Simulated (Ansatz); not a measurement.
## Property card for B2O

B₂O:
```xyz
6
Lattice="2.4907 0.0000 0.0000 -1.2454 2.1570 0.0000 0.0000 0.0000 9.5595" Properties=species:S:1:pos:R:3 pbc="T T T"
B      0.0000     0.0000     3.9075
B      0.0000     0.0000     5.6520
B      1.2454     0.7190     0.3358
B      0.0000     1.4380     9.2237
O      1.2454     0.7190     3.3623
O      0.0000     1.4380     6.1972
```

Space group P-3m1 (No. 164); conventional cell a = 2.491 Å, b = 2.491 Å, c = 9.560 Å, α = 90.00°, β = 90.00°, γ = 120.00°.

Method: LDA in the plane-wave PAW code Ansatz. The cell and atoms are relaxed at this level. Other levels are named where they apply.

Cell and energy:

- Volume per atom = 8.56 Å³
- Density = 2.43 g/cm³
- Formation energy from the elements (no fitted shifts) = -0.53 eV/atom

Electronic structure:

* **Electronic character**: metallic (no gap)
* **Density of states at the Fermi level**: 0.18 states/eV per atom (mean over ±0.08 eV)

Mechanics:

- Elastic constants (relaxed ions, GPa) = C11 = 89.5, C12 = 232, C13 = 7.6, C14 = -0.5, C33 = 31.7, C44 = 3.0
- Mechanical stability = unstable (C has a negative eigenvalue)

Phonons:

Highest zone-centre frequency: 1144 cm^-1
Zone-centre stability: no imaginary mode at Γ

The workflow started from an entry of the Crystallography Open Database (COD). Its standing as an ambient phase is unchecked. Symmetry was held in the LDA relaxation. A crystal of weakly bound layers computed without a dispersion correction: the cell and the soft elastic constants depend strongly on that. As this level gives no gap, shear constants depend on the k-mesh and smearing (Fermi–Dirac, 0.1 eV here). As this level gives no gap, phonon frequencies hold no LO–TO term and depend on the k-mesh and smearing (Fermi–Dirac, 0.1 eV here). On the denser mesh and wider smearing of the elastic run this cell carries a stress of 0.6 GPa. The references are the lowest solids computed at this level, not always the standard phases (solids in place of the gases).

Potentials: the later of the program's two PAW sets.
